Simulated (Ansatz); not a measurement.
MoRu (rock salt), relaxed with r²SCAN (Ansatz, a quantum-chemistry and plane-wave program, plane waves, PAW): a = b = c = 5.071 Å, α = β = γ = 90.00°.

```
Property              Result
--------------------  ------
ΔH_f (eV/atom)          0.90
B₀ by P(V) fit (GPa)     230
```

The same phase is relaxed and computed with PBE in the same code. What are the cell and these values now?

a = b = c = 5.101 Å, α = β = γ = 90.00°.

* **ΔH_f (eV/atom)**: 0.88
* **B₀ by P(V) fit (GPa)**: 214

Typed or built starts, not in the databases checked: MoRu, rock salt. Unstable at this level: MoRu, rock salt with r²SCAN. All cells were relaxed under the symmetry of their starts (and spin orders); stability against distortions was not tested throughout. Rows with no word on spin ran without spin polarisation. Spin–orbit coupling is left out wherever it is not named.

Potentials: the later of the program's two PAW sets.

Ansatz is a plane-wave DFT program.

Formation energies count from the lowest solids of the elements computed at the same level, not from gases.
